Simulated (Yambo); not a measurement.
KPSO3H2 (space group Cm, No. 8): one transition space (4×4×4 mesh, 10 valence and 14 conduction bands, Tamm-Dancoff) with different kernels in Yambo, on PBEsol orbitals; field along x. BSE alone uses the static screening with 64 bands and a 3 Ry block; its scissor and those of RPA and TDDFT come from G0W0, that of the TDHF-type run from bare exchange. Axes are Cartesian, with cell vectors (Å) (3.29, -3.19, 0.00), (3.29, 3.19, 0.00), (-1.89, 0.00, 5.71).

```csv
kernel,scissor (eV),direct gap with it (eV),lowest state (eV)
BSE (screened electron-hole attraction),2.71,7.17,___
RPA (no attraction),2.71,7.17,7.17 (strong)
"TDHF-type (unscreened attraction, exchange-only scissor)",8.09,12.55,___
```

Problem. Some entries are withheld; supply them.

Solution. 
- BSE (screened electron-hole attraction), lowest state (eV): 5.95 (strong)
- TDHF-type (unscreened attraction, exchange-only scissor), lowest state (eV): 6.87 (weak)

RPA leaves the lowest state at the direct gap: no bound exciton. These are vertical excitations (zero momentum). Spin singlets only. Strong means a line over 3 % of the spectrum's maximum, dark under 0.03 %. Absolute energies carry the error of the G0W0 scissor, whose convergence isn't established; the long-wavelength screening was taken along (1,1,1) although the crystal is anisotropic. Convergence of the binding with the mesh was not shown.

Geometry of the Materials Project entry, not relaxed at this level; primitive cell a = 4.5821 Å, b = 4.5821 Å, c = 6.0170 Å, α = 103.05°, β = 103.05°, γ = 88.15°.
